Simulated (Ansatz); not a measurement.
Consider the following.

ZnSnN₂:
```cif
data_N8Sn4Zn4
_chemical_formula_sum 'Zn4 Sn4 N8'
_space_group_name_H-M_alt 'Pna21'
_space_group_IT_number 33
_space_group_name_Hall 'P 2c -2n'
_cell_length_a 5.84663
_cell_length_b 6.73288
_cell_length_c 5.47400
_cell_angle_alpha 90.000
_cell_angle_beta 90.000
_cell_angle_gamma 90.000
loop_
_atom_site_label
_atom_site_type_symbol
_atom_site_symmetry_multiplicity
_atom_site_Wyckoff_symbol
_atom_site_fract_x
_atom_site_fract_y
_atom_site_fract_z
_atom_site_occupancy
Zn1 Zn 4 a 0.41733 0.12503 0.49880 1
Sn1 Sn 4 a 0.08805 0.12492 0.99923 1
N1 N 4 a 0.08252 0.12561 0.37827 1
N2 N 4 a 0.07996 0.62431 0.37369 1
```

This is the r²SCAN-relaxed structure.

Question: All from the program Ansatz at the r²SCAN level (PAW), unless another level is named. Estimate the hole effective mass with spin–orbit coupling.

Answer: 0.073, 1.1, 1.8 mₑ (principal values).

Question: Give the formation energy from the elements (no fitted shifts).

Answer: -0.080 eV/atom.

Question: And the electron effective mass?

Answer: 0.068 mₑ (isotropic).

Question: Predict the band gap.

Answer: 0.53 eV (direct).

Question: Give the valence-band maximum.

Answer: at Γ.

Space group Pna2_1. The r²SCAN relaxation kept the symmetry of its start. The references are the lowest solids computed at this level, not always the standard phases (solids in place of the gases). Spin–orbit coupling is left out wherever it is not named.

Potentials: the later of the program's two PAW sets.
